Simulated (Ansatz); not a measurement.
SrTiO3:
```yaml
crystal:
  lattice:
    - [3.93645, 0.00000, 0.00000]
    - [0.00000, 3.93645, 0.00000]
    - [0.00000, 0.00000, 3.93645]
  atoms:
    - { symbol: Sr, position: [0.00000, 0.00000, 0.00000] }
    - { symbol: Ti, position: [0.50000, 0.50000, 0.50000] }
    - { symbol: O, position: [0.00000, 0.50000, 0.50000] }
    - { symbol: O, position: [0.50000, 0.50000, 0.00000] }
    - { symbol: O, position: [0.50000, 0.00000, 0.50000] }
```

Relaxed with PBE. Special points in fractions of this cell's reciprocal vectors: Γ (0.000, 0.000, 0.000); X (0.000, 0.500, 0.000); M (0.500, 0.500, 0.000); R (0.500, 0.500, 0.500).

Task: List the band energies nearest the valence-band maximum at these points for PBE (plane waves, PAW; program Ansatz).

Result: In eV from the valence-band maximum; about four levels below and three above (degenerate sets whole), none deeper than 8.9 eV; points with the same levels are listed once.

```json
[
 {"k": "Γ", "below": "-1.13 -1.13 -1.13 -0.36 -0.36 -0.36", "above": "1.84 1.84 1.84"},
 {"k": "X", "below": "-2.29 -2.29 -1.90 -0.72 -0.72", "above": "2.00 3.68 3.68"},
 {"k": "M", "below": "-1.73 -1.53 -1.53 -0.08", "above": "3.69 3.69 4.14"},
 {"k": "R", "below": "-3.65 -3.65 -3.65 0.00 0.00 0.00", "above": "4.34 4.34 4.34"}
]
```

Space group Pm-3m (cubic perovskite). Symmetry was held in the PBE relaxation. No spin polarisation was allowed. Scalar-relativistic: spin–orbit coupling is off unless named, which matters more the heavier the elements.

Potentials: the later of the program's two PAW sets.
